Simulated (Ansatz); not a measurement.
Relaxed MgS (rock salt):

```
CELL_PARAMETERS angstrom
      0.00000     5.20309     5.20309
      2.60155     2.60155     5.20309
      2.60155     2.60155     0.00000
ATOMIC_POSITIONS crystal
  S  0.00000 0.00000 0.00000
  S  0.50000 0.00000 0.00000
  Mg 0.00000 0.50000 0.50000
  Mg 0.50000 0.50000 0.50000
```

A phonon eigenvector at X = (0.5, 0.5, 0.0) is frozen into this cell: atom i moves by Q times the vector below, so Q is the largest atomic displacement, in Å. The cell is held. It is one choice among 2 degenerate patterns. (q is in reciprocal vectors of the primitive cell; the cell shown is doubled to hold the pattern.)

```
atom      x       y      z
----  -----  ------  -----
S1    0.000   1.000  0.000
S2    0.000  -1.000  0.000
Mg3   0.000   0.884  0.000
Mg4   0.000  -0.884  0.000
```

Level of theory: r2SCAN (plane waves to 500 eV, PAW, scalar-relativistic; Ansatz, a program for electronic structure). k mesh 11×11×11 (Γ-centred), Fermi-Dirac smearing 0.05 eV. MgS was relaxed with its symmetry unable to fall. 

| Q (Å) | −dE/dQ from forces (eV/Å) |
|---|---|
| -0.280 | 17.768 |
| -0.233 | 11.920 |
| -0.187 | 7.782 |
| -0.140 | 4.872 |
| -0.093 | 2.809 |
| -0.047 | 1.277 |
| 0.000 | 0.000 |
| 0.047 | -1.277 |
| 0.093 | -2.809 |
| 0.140 | -4.872 |
| 0.187 | -7.782 |
| 0.233 | -11.920 |
| 0.280 | -17.768 |

Question: What harmonic wavenumber does the curvature at Q = 0 give?

Answer: 265 cm⁻¹. E″ = 26.45 eV/Å², M = Σ mᵢ|uᵢ|² = 102.1 u, ν̃ = 521.5·√(|E″|/M).

(A displaced cell: forces are minus the slopes of the energy, force constants its curvatures, and phonons follow from these.)
